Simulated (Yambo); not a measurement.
CaHI (space group P4/nmm, No. 129), G0W0@PBEsol in Yambo with this input:

```
rim_cut
gw0
dyson
el_el_corr
HF_and_locXC
ppa
em1d
RandQpts= 1000000
RandGvec= 1 Ry
EXXRLvcs= 72 Ry
VXCRLvcs= 288 Ry
Chimod= "HARTREE"
% BndsRnXp
 1 | 310 |
%
NGsBlkXp= 6 Ry
% LongDrXp
 1.0 | 1.0 | 1.0 |
%
PPAPntXp= 27.2114 eV
% GbndRnge
 1 | 310 |
%
GTermKind= "BG"
DysSolver= "n"
ExtendOut
```

On a 4×4×1 mesh, with wavefunctions cut at 72 Ry, the gap (Γ → M) is 4.706 eV and the valence edge shifts by -0.900 eV.

**Question.** What happens with this change: 118 bands in G?

**Answer.** The gap falls by 0.031 eV, to 4.675 eV; the shift of the valence edge becomes -0.756 eV. Neither run is shown to be the converged limit. The mesh misses a band edge: along a dense path the PBEsol gap is 2.73 eV against 3.13 eV on the mesh.

Spin-orbit coupling is included.

Geometry relaxed with PBE+D3(BJ); primitive cell a = 3.9797 Å, b = 3.9797 Å, c = 8.5909 Å, α = 90.00°, β = 90.00°, γ = 90.00°.

A shift is the quasiparticle energy of the state minus its PBEsol energy.
